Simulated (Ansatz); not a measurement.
Here is the system:

Y2C:
Space group R-3m, hexagonal axes (No. 166); a = b = 3.5224 Å, c = 18.1320 Å, α = β = 90.00°, γ = 120.00°

```csv
atom,site,symmetry,x,y,z
Y,6c,3m,0.0000,0.0000,0.2600
C,3a,-3m,0.0000,0.0000,0.0000
```
(The calculation used a cell of 3 atoms; values per cell refer to that cell.)

This is the LDA-relaxed structure.

Question: All from LDA (plane waves, PAW; program Ansatz), unless another level is named. Give the bulk modulus (Birch–Murnaghan fit).

Answer: 61.8 GPa.

Question: And the highest zone-centre frequency?

Answer: 12.32 THz.

The workflow started from a Materials Project entry (that database holds measured and hypothetical structures alike); the Crystallography Open Database files this formula in space group No. 166, but the cells were not matched. Its standing as an ambient phase is unchecked. The LDA relaxation kept the symmetry of its start; its stability against distortions is not shown here. No spin polarisation was allowed. As this level gives no gap, phonon frequencies hold no LO–TO term and depend on the k-mesh and smearing (Fermi–Dirac, 0.1 eV here).

Potentials: the later of the program's two PAW sets.
